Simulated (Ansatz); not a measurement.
TiW2: stable or not

The structure comes from a generated guess, relaxed at this level; another structure or a mixture of phases may lie lower.

Method: DFT PBE, scalar-relativistic, plane waves, PAW in Ansatz. Settings of the last relaxation (3-atom cell): 420 eV, 12×12×16 k points, Gaussian smearing of 0.10 eV, no spin polarisation.

```cif
data_structure
_symmetry_space_group_name_H-M 'P 1'
_symmetry_Int_Tables_number 1
_cell_length_a 4.4858
_cell_length_b 4.4858
_cell_length_c 2.7717
_cell_angle_alpha 90.000
_cell_angle_beta 90.000
_cell_angle_gamma 120.000
_cell_volume 48.30
loop_
_atom_site_label
_atom_site_type_symbol
_atom_site_fract_x
_atom_site_fract_y
_atom_site_fract_z
_atom_site_occupancy
Ti1 Ti 0.00000 0.00000 0.00000 1
W1 W 0.33333 0.66667 0.34895 1
W2 W 0.66667 0.33333 0.65105 1
```

Formation energies are uncorrected and refer to the elements' standard structures at the same level.

Q: These tests were run: energy against the elements; phonons at Γ; elastic tensor. What do they show?

A:

| test | result |
| --- | --- |
| energy against the elements | −0.07 eV/atom |
| phonons at Γ | lowest optical mode 153 cm⁻¹ |
| elastic tensor | least eigenvalue 80 GPa |

It fails none of these tests. Other phases of the system weren't compared here, so this isn't yet thermodynamic stability. Phonons away from Γ weren't computed.

Spin–orbit coupling, which can matter for W, is left out. The run for the phonons used a 12×12×16 k mesh and Fermi–Dirac smearing of 0.15 eV. The run for the elastic tensor used a 12×12×16 k mesh and Fermi–Dirac smearing of 0.15 eV.
